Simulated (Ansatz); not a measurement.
Consider the following.

Ba₂As:
```cif
data_As2Ba4
_chemical_formula_sum 'Ba4 As2'
_space_group_name_H-M_alt 'P 1'
_space_group_IT_number 1
_cell_length_a 9.68819
_cell_length_b 9.68819
_cell_length_c 9.68819
_cell_angle_alpha 149.920
_cell_angle_beta 149.920
_cell_angle_gamma 43.059
loop_
_space_group_symop_operation_xyz
  'x, y, z'
loop_
_atom_site_label
_atom_site_type_symbol
_atom_site_fract_x
_atom_site_fract_y
_atom_site_fract_z
_atom_site_occupancy
Ba1 Ba 0.50000 0.00000 0.50000 1
Ba2 Ba 0.00000 0.50000 0.50000 1
Ba3 Ba 0.31635 0.31635 0.00000 1
Ba4 Ba 0.68365 0.68365 0.00000 1
As1 As 0.13280 0.13280 0.00000 1
As2 As 0.86720 0.86720 0.00000 1
```

This is the r²SCAN-relaxed structure.

### Question
All from plane-wave PAW r²SCAN (Ansatz code), unless another level is named. Give the electronic character.

### Answer
metallic (no gap).

### Question
Give the density of states at the Fermi level.

### Answer
0.48 states/eV per atom (mean over ±0.08 eV).

Space group I4/mmm. The workflow started from an entry of the Crystallography Open Database (COD). Its standing as an ambient phase is unchecked. The r²SCAN relaxation kept the symmetry of its start; its stability against distortions is not shown here. Scalar-relativistic: spin–orbit coupling is off unless named, which matters more the heavier the elements.

Potentials: the later of the program's two PAW sets.
